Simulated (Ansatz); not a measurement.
LaN in space group P4/nmm (No. 129; La on 2c, N on 2a) at seven volumes, r²SCAN in the plane-wave PAW code Ansatz, shape and atoms relaxed at each. One row is withheld.

```
V (Å³/atom)  P (GPa)
-----------  -------
16.607          6.71
17.154             ?
17.702          1.71
18.249          0.00
18.797         -1.32
19.344         -2.34
19.892         -3.09
```

### Question
Fit the shown pressures and predict the withheld one.

### Answer
Third-order Birch–Murnaghan: P = (3/2)B₀(x^(7/2) − x^(5/2))[1 + (3/4)(B′ − 4)(x − 1)] with x = (V₀/V)^(2/3). Least squares on the six rows gives V₀ = 18.249 Å³/atom, B₀ = 50.16 GPa, B′ = 7.59. At V = 17.154, x = 1.0421 and P = 3.91 GPa. The run itself gave 3.94 GPa.

The workflow started from a Materials Project entry (that database holds measured and hypothetical structures alike); the Crystallography Open Database copy checked does not list it. COD files the formula under space group No. 225. Whether it is the stable phase at ambient conditions was not checked. The r²SCAN relaxation kept the symmetry of its start. At this level the phase is mechanically unstable. Scalar-relativistic: spin–orbit coupling is off unless named, which matters more the heavier the elements.

Potentials: the later of the program's two PAW sets.
